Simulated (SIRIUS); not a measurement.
SIRIUS run on Mo2N (I4_1/amd, 12 atoms in the cell; from Materials Project mp-27953, changed as shown): self-consistent single point.

Level of theory: PBEsol, GBRV PBEsol ultrasoft pseudopotentials (plane waves; SIRIUS).

The change in words: lattice scaled by 1.02. Reference geometry (I4_1/amd):
```xyz
12
Lattice="4.1781 0.0000 0.0000 0.0000 4.1781 0.0000 0.0000 0.0000 7.8055" Properties=species:S:1:pos:R:3 pbc="T T T"
Mo     0.0000     2.0891     3.8010
Mo     0.0000     0.0000     1.8496
Mo     2.0891     2.0891     2.0532
Mo     0.0000     2.0891     0.1018
Mo     2.0891     0.0000     7.7037
Mo     2.0891     2.0891     5.7523
Mo     0.0000     0.0000     5.9559
Mo     2.0891     0.0000     4.0045
N      2.0891     0.0000     1.9514
N      2.0891     2.0891     0.0000
N      0.0000     2.0891     5.8541
N      0.0000     0.0000     3.9027
```

Reference input (self-consistent single point, DFT, PBEsol, plane waves, GBRV PBEsol ultrasoft pseudopotentials): parameters.ngridk = 6 6 4; parameters.xc_functionals = [XC_GGA_X_PBE_SOL, XC_GGA_C_PBE_SOL]; parameters.gk_cutoff = 6.325 1/bohr; parameters.pw_cutoff = 14.143 1/bohr; parameters.smearing = fermi_dirac; parameters.smearing_width = 0.00183747 Ha; potentials = GBRV PBEsol ultrasoft pseudopotentials; parameters.electronic_structure_method = pseudopotential; parameters.num_bands = 79; parameters.num_mag_dims = 0; parameters.num_dft_iter = 100; parameters.energy_tol = 1e-07 Ha. This run's input differs from it in these lines:

```diff
@@ -32,7 +32,7 @@
     "lattice_vectors": [
-      [0.9999999526, 0.0, 0.0],
-      [0.0, 0.9999999526, 0.0],
-      [0.0, 0.0, 1.868181981]
+      [0.9999999901, 0.0, 0.0],
+      [0.0, 0.9999999901, 0.0],
+      [0.0, 0.0, 1.8681822786]
     ],
-    "lattice_vectors_scale": 7.895501,
+    "lattice_vectors_scale": 8.05341,
     "atom_coordinate_units": "lattice",
```

Log, with long lists cut:

```
[find] density tolerance         : 1e-06
[find] total energy tolerance    : 1e-07
[find] iter_solver_tol (initial) : 0.01
[find] iter_solver_tol (target)  : 1e-13
[find] num_dft_iter              : 100
Charges and magnetic moments
--------------------------------------------------------------------------------
total charge          : 132.000000
[find] | SCF iteration   0 out of 100|
[diagonalize] iterative solver tolerance (occupied, empty): 0.01 0.01
[diagonalize] average number of iterations: 1.53333
[find] Charges and magnetic moments
[find] total charge          : 132.000000
[find] Energy
   [... lines left out ...]

[find] Charges and magnetic moments
[find] total charge          : 132.000000
[find] Energy
[find] smearing (-TS)                 :      -0.00276097
[find] Total energy                   :    -597.72020515 (Ha),   -1195.44041031 (Ry)
[find] Free energy (E-TS)             :    -597.72296613 (Ha),   -1195.44593226 (Ry)
[find] band gap (eV)                  :       0.00000000
[find] Efermi                         :       0.77133884
[find] iteration : 15, RMS (target) : 8.8616e-07 (1.0000e-06) , energy difference (target) : -1.8326e-10 (1.0000e-07)
[find] bands are converged : true
[find] iterative solver converged : true
[find] converged after 16 SCF iterations!
[find] Charges and magnetic moments
[find] total charge          : 132.000000
[find] Energy
[find] smearing (-TS)                 :      -0.00276097
[find] Total energy                   :    -597.72020515 (Ha),   -1195.44041031 (Ry)
[find] Free energy (E-TS)             :    -597.72296613 (Ha),   -1195.44593226 (Ry)
[find] band gap (eV)                  :       0.00000000
[find] Efermi                         :       0.77133884
[ground_state] === stress tensor components [kbar] ===
[ground_state] === stress_total ===
[ground_state]    92.522169    0.000000    0.000000
[ground_state]     0.000000   92.522169    0.000000
[ground_state]     0.000000    0.000000   80.706622
[ground_state] ==== total Forces in Ha/bohr =====
   [... lines left out ...]
[ground_state] atom:    7, force:       0.0000000     -0.0000000     -0.0069574
[ground_state] atom:    8, force:      -0.0000000      0.0000000      0.0000000
[ground_state] atom:    9, force:      -0.0000000      0.0000000      0.0000000
[ground_state] atom:   10, force:      -0.0000000      0.0000000      0.0000000
[ground_state] atom:   11, force:       0.0000000      0.0000000     -0.0000000
```

The run converged in 16 iterations. SIRIUS prints the stress tensor with tension positive. Against the reference run the free energy goes down by 4.2 meV/atom, the pressure goes from 11.39 to -8.86 GPa and the largest force goes from 0.088 to 0.358 eV/Å.

The structure comes from a collection of computed structures, made at another level of theory; the collection holds predicted forms beside known ones. Its lattice was then scaled. No clean gap shows at this smearing width and mesh (spacing up to 0.25 Å⁻¹); the mesh is coarse for partly filled bands, so the values carry mesh errors.

Cost on one core: about 2.2 core-minutes (a rough figure).
